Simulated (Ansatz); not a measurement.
**What moves the field gradients of SrC2N2O2?**

Cell of run 1: a measured structure from the Crystallography Open Database (COD) whose atoms were relaxed with PBE, the cell held.

```cif
data_SrC2N2O2
_symmetry_space_group_name_H-M 'R3c:H'
_symmetry_Int_Tables_number 161
_cell_length_a 11.8620
_cell_length_b 11.8620
_cell_length_c 12.6980
_cell_angle_alpha 90.000
_cell_angle_beta 90.000
_cell_angle_gamma 120.000
loop_
_atom_site_label
_atom_site_type_symbol
_atom_site_symmetry_multiplicity
_atom_site_Wyckoff_symbol
_atom_site_fract_x
_atom_site_fract_y
_atom_site_fract_z
Sr Sr 18 b 0.0050 0.6483 0.6206
C7 C 18 b 0.9773 0.8785 0.7627
C13 C 18 b 0.9571 0.8726 0.5028
N19 N 18 b 0.0449 0.1317 0.5044
N25 N 18 b 0.1020 0.9762 0.7617
O31 O 18 b 0.9121 0.7485 0.4970
O37 O 18 b 0.5748 0.8599 0.4341
```

One atom of each set is listed; the run and its k-mesh use a cell of 42 atoms with edges of 8.05, 8.05, 8.05 Å.

All runs are DFT with Ansatz 0.2.0 (plane waves and PAW, scalar-relativistic unless spin–orbit coupling is named, Γ-centred meshes, Fermi–Dirac smearing where given) in this cell.

Run 1: PBE, atoms relaxed; 420 eV, 3×3×3 k-points, smearing 0.02 eV.
Run 2: r2SCAN, at the relaxed atoms; 500 eV, 3×3×3 k-points, smearing 0.02 eV.
Run 3: PBE with spin–orbit coupling, at the relaxed atoms; 420 eV, 3×3×3 k-points, smearing 0.02 eV.

```json
{"run": "1", "Sr V_zz (η)": "-7.99 (0.57)", "C13 V_zz (η)": "2.62 (0.16)", "O31 V_zz (η)": "-11.70 (1.00)", "O37 V_zz (η)": "11.77 (0.92)"}
{"run": "2", "Sr V_zz (η)": "?", "C13 V_zz (η)": "?", "O31 V_zz (η)": "?", "O37 V_zz (η)": "?"}
{"run": "3", "Sr V_zz (η)": "-7.99 (0.57)", "C13 V_zz (η)": "2.61 (0.16)", "O31 V_zz (η)": "-11.70 (1.00)", "O37 V_zz (η)": "11.77 (0.92)"}
```

V_zz in 10²¹ V/m²; 4 of the 7 sets of like atoms are followed.

Problem. Estimate the row of run 2.

Solution. Sr: -8.14 (0.54); C13: 3.05 (0.12); O31: 12.20 (1.00); O37: 12.25 (0.90). It lies nearest to run 3, from whose tensors on these sites it differs by 0.53 at most (largest principal value of the difference, on O31). Taken one at a time, the functional (r2SCAN with its higher cutoff) moves the tensors on these sites by up to 0.53 (largest principal value of the change, on O31), spin–orbit coupling by 0.00. On some sites the largest principal value moves to another axis from run to run, and the sign of V_zz can flip with it. On O31 η is near 1, so the change of sign is little more than a relabelling of axes.

In run 2 the atoms aren't at the calculated equilibrium (largest force 0.50 eV/Å).
